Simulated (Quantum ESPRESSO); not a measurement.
In3GaO4FN, input and log of a self-consistent run

Computed values, not a measurement. The program is pw.x of Quantum ESPRESSO 7.5 (plane-wave density functional theory). The cell is made up: 10 atoms on a corundum lattice, with randomly drawn elements, strain and displacements, not relaxed. PseudoDojo standard norm-conserving files (v0.5 for PBE, v0.4.1 for LDA and PBEsol) set the functional; there is no spin polarisation, spin-orbit coupling or dispersion term, and the masses in the input are unused placeholders.

Input:

```
&control calculation='scf', pseudo_dir='./dojo.nc.sr.pbe.v0_5.standard.upf', outdir='./o', disk_io='low', tprnfor=.true., tstress=.true. /
&system ibrav=0, nat=10, ntyp=5, nbnd=50, ecutwfc=84.00895049, nosym=.true., tot_charge=0,
 occupations='smearing', smearing='fd', degauss=0.0018374661
/
&electrons conv_thr=7.350e-09, electron_maxstep=60, /
ATOMIC_SPECIES
F 1.0 F.upf
Ga 1.0 Ga.upf
In 1.0 In.upf
N 1.0 N.upf
O 1.0 O.upf
CELL_PARAMETERS angstrom
2.6723 1.5429 4.7326
-2.6723 1.5429 4.7326
0.0 -3.0858 4.7326
ATOMIC_POSITIONS angstrom
In -0.0029 -0.0012 4.9561
In -0.0187 -0.0523 2.0689
In 0.0132 0.0855 9.1643
Ga -0.0235 0.0524 12.0165
O -1.0338 1.5767 8.2301
O -0.7828 -1.6235 8.1543
O 1.8607 0.1523 8.2815
F 1.1081 -1.5348 6.0015
O 0.7823 1.58 5.9387
N -1.8553 0.0309 5.833
K_POINTS automatic
5 5 5 1 1 1
```

The log is shortened where brackets say so; the opening notice, blank lines, dates and the lines on written files are dropped, and the path of the files is cut. It prints rydbergs, bohrs and kilobars, and counts compression as positive stress.

```
     Program PWSCF v.7.5
     Parallel version (MPI & OpenMP), running on       4 processor cores
     Number of MPI processes:                 4
     Threads/MPI process:                     1
     [start-up lines left out]
     bravais-lattice index     =            0
     lattice parameter (alat)  =      10.6764  a.u.
     unit-cell volume          =     790.0792 (a.u.)^3
     number of atoms/cell      =           10
     number of atomic types    =            5
     number of electrons       =        88.00
     number of Kohn-Sham states=           50
     kinetic-energy cutoff     =      84.0090  Ry
     charge density cutoff     =     336.0358  Ry
     scf convergence threshold =      7.3E-09
     mixing beta               =       0.7000
     number of iterations used =            8  plain     mixing
     Exchange-correlation= PBE
                           (   1   4   3   4   0   0   0)
     [axes and pseudopotential details left out]
   Cartesian axes
     site n.     atom                  positions (alat units)
         1        In     tau(   1) = (  -0.0005133  -0.0002124   0.8772308  )
         2        In     tau(   2) = (  -0.0033099  -0.0092571   0.3661957  )
         3        In     tau(   3) = (   0.0023364   0.0151335   1.6220831  )
         4        Ga     tau(   4) = (  -0.0041595   0.0092748   2.1269231  )
         5        O      tau(   5) = (  -0.1829828   0.2790762   1.4567295  )
         6        O      tau(   6) = (  -0.1385558  -0.2873598   1.4433129  )
         7        O      tau(   7) = (   0.3293443   0.0269571   1.4658273  )
         8        F      tau(   8) = (   0.1961339  -0.2716599   1.0622668  )
         9        O      tau(   9) = (   0.1384673   0.2796603   1.0511512  )
        10        N      tau(  10) = (  -0.3283885   0.0054693   1.0324423  )
     number of k points=    63  Fermi-Dirac smearing, width (Ry)=  0.0018
                       cart. coord. in units 2pi/alat
        k(    1) = (   0.0000000   0.0000000   0.1193786), wk =   0.0320000
        k(    2) = (   0.0000000  -0.2441165   0.1989643), wk =   0.0320000
     [further k points left out]
     Dense  grid:    82127 G-vectors     FFT dimensions: (  64,  64,  64)
     Estimated max dynamical RAM per process >     257.42 MB
     Estimated total dynamical RAM >     969.53 MB
     Initial potential from superposition of free atoms
     starting charge      87.9856, renormalised to      88.0000
     Starting wfcs are   60 randomized atomic wfcs
     total cpu time spent up to now is        9.6 secs
     per-process dynamical memory:   206.9 Mb
     Self-consistent Calculation
     iteration #  1     ecut=    84.01 Ry     beta= 0.70
     Davidson diagonalization with overlap
     ethr =  1.00E-02,  avg # of iterations =  2.6
     total cpu time spent up to now is       25.3 secs
     total energy              =    -752.61255358 Ry
     estimated scf accuracy    <       2.76580397 Ry
     iteration #  2     ecut=    84.01 Ry     beta= 0.70
     Davidson diagonalization with overlap
     ethr =  3.14E-03,  avg # of iterations =  3.2
     total cpu time spent up to now is       44.8 secs
     total energy              =    -753.20792907 Ry
     estimated scf accuracy    <       4.01232690 Ry
     iteration #  3     ecut=    84.01 Ry     beta= 0.70
     Davidson diagonalization with overlap
     ethr =  3.14E-03,  avg # of iterations =  2.1
     total cpu time spent up to now is       61.6 secs
     total energy              =    -753.93788807 Ry
     estimated scf accuracy    <       0.18951201 Ry
     iteration #  4     ecut=    84.01 Ry     beta= 0.70
     Davidson diagonalization with overlap
     ethr =  2.15E-04,  avg # of iterations =  3.0
     total cpu time spent up to now is       79.7 secs
     total energy              =    -753.97914186 Ry
     estimated scf accuracy    <       0.00947430 Ry
     iteration #  5     ecut=    84.01 Ry     beta= 0.70
     Davidson diagonalization with overlap
     ethr =  1.08E-05,  avg # of iterations =  8.4
     total cpu time spent up to now is      104.1 secs
     total energy              =    -753.98148124 Ry
     estimated scf accuracy    <       0.00725050 Ry
     [iterations 6 to 9 left out]
     iteration # 10     ecut=    84.01 Ry     beta= 0.70
     Davidson diagonalization with overlap
     ethr =  3.33E-09,  avg # of iterations =  4.0
     total cpu time spent up to now is      192.1 secs
     total energy              =    -753.98282549 Ry
     estimated scf accuracy    <       0.00000205 Ry
     iteration # 11     ecut=    84.01 Ry     beta= 0.70
     Davidson diagonalization with overlap
     ethr =  2.33E-09,  avg # of iterations =  2.0
     total cpu time spent up to now is      208.6 secs
     total energy              =    -753.98282547 Ry
     estimated scf accuracy    <       0.00000052 Ry
     iteration # 12     ecut=    84.01 Ry     beta= 0.70
     Davidson diagonalization with overlap
     ethr =  5.89E-10,  avg # of iterations =  2.1
     total cpu time spent up to now is      226.1 secs
     total energy              =    -753.98282556 Ry
     estimated scf accuracy    <       0.00000002 Ry
     iteration # 13     ecut=    84.01 Ry     beta= 0.70
     Davidson diagonalization with overlap
     ethr =  2.77E-11,  avg # of iterations =  5.0
     total cpu time spent up to now is      249.7 secs
     total energy              =    -753.98282558 Ry
     estimated scf accuracy    <       0.00000001 Ry
     iteration # 14     ecut=    84.01 Ry     beta= 0.70
     Davidson diagonalization with overlap
     ethr =  1.35E-11,  avg # of iterations =  2.0
     total cpu time spent up to now is      265.0 secs
     End of self-consistent calculation
     [lines on levels left out]
!    total energy              =    -753.98282558 Ry
     estimated scf accuracy    <          3.3E-09 Ry
     smearing contrib. (-TS)   =      -0.00000000 Ry
     internal energy E=F+TS    =    -753.98282557 Ry
     The total energy is F=E-TS. E is the sum of the following terms:
     one-electron contribution =    -172.29768488 Ry
     hartree contribution      =     165.79896646 Ry
     xc contribution           =    -213.84104411 Ry
     ewald contribution        =    -533.64306305 Ry
     convergence has been achieved in  14 iterations
     Forces acting on atoms (cartesian axes, Ry/au):
     atom    1 type  3   force =    -0.03347562    0.04451575    0.01372525
     atom    2 type  3   force =    -0.04772940    0.02707934    0.01005876
     atom    3 type  3   force =     0.03968063   -0.02516795   -0.03683292
     atom    4 type  2   force =     0.09932091    0.00769004    0.06781171
     atom    5 type  5   force =     0.00280260    0.07259774   -0.02841238
     atom    6 type  5   force =    -0.04419861    0.01531111   -0.00451152
     atom    7 type  5   force =     0.04454233   -0.08904458   -0.03198001
     atom    8 type  1   force =    -0.00758384    0.01451170   -0.00413544
     atom    9 type  5   force =    -0.03039899    0.09236101    0.01984515
     atom   10 type  4   force =    -0.02296001   -0.15985416   -0.00556860
     Total force =     0.282780     Total SCF correction =     0.000067
     Computing stress (Cartesian axis) and pressure
          total   stress  (Ry/bohr**3)                   (kbar)     P=      209.12
   0.00163636  -0.00013791   0.00002767          240.72      -20.29        4.07
  -0.00013791   0.00108048   0.00005820          -20.29      158.94        8.56
   0.00002767   0.00005820   0.00154780            4.07        8.56      227.69
     init_run     :      8.61s CPU      9.02s WALL (       1 calls)
     electrons    :    254.05s CPU    255.47s WALL (       1 calls)
     forces       :      2.20s CPU      2.24s WALL (       1 calls)
     stress       :      7.38s CPU      7.38s WALL (       1 calls)
     [timing details left out]
     PWSCF        :   4m32.90s CPU   4m34.94s WALL
     JOB DONE.
```

In other units: free energy -10258.459 eV for the cell, pressure 20.91 GPa, largest force component 4.110 eV/Å. A rerun of the same cell at another strain at a cutoff of 1437 eV and k mesh 7 x 7 x 7 moved values by no more than 0.003 eV in energy, 0.02 GPa in stress and 0.002 eV/Å in force.